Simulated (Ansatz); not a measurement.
This Sr3Bi structure is the end of a relaxation. The cell was found from a structure generator's guess, not taken from experiment.

These are results of DFT PBE, scalar-relativistic, plane waves, PAW (Ansatz), not measurements. Cutoff 420 eV, Γ-centred mesh, Gaussian smearing, no spin polarisation.

```cif
data_structure
_symmetry_space_group_name_H-M 'P 1'
_symmetry_Int_Tables_number 1
_cell_length_a 7.5048
_cell_length_b 7.5048
_cell_length_c 4.5662
_cell_angle_alpha 90.000
_cell_angle_beta 90.000
_cell_angle_gamma 120.000
_cell_volume 222.73
loop_
_atom_site_label
_atom_site_type_symbol
_atom_site_fract_x
_atom_site_fract_y
_atom_site_fract_z
_atom_site_occupancy
Sr1 Sr 0.67164 0.00000 0.50000 1
Sr2 Sr 0.00000 0.67164 0.50000 1
Sr3 Sr 0.32836 0.32836 0.50000 1
Bi1 Bi 0.00000 0.00000 0.00000 1
```

Energies over the elements count from the elements' standard structures at the same level, with no fitted energy shifts.

(1) What space group does it have?

(2) What is its formation energy per atom?

(3) Is it a metal?

## Answers

(1) P-62m (No. 189). Conventional cell: a = 7.505 Å, c = 4.566 Å. Sr is surrounded by 2 Bi at 3.36 Å and 6 Sr at 4.27–4.37 Å; around Bi lie 6 Sr at 3.36 Å.

(2) −0.29 eV/atom.

(3) Yes, bands cross the Fermi level on the 6×6×10 mesh.

The last run used a 6×6×10 mesh (in the run's order of axes) for its 4-atom cell and Gaussian smearing of 0.10 eV. Spin–orbit coupling, which can matter for Bi, is left out. A structure relaxed within its symmetry needn't be a true minimum. Another cell of Sr3Bi relaxed alike, in P-6m2, lies 43 meV/atom lower, so this cell isn't the stable form at this level.
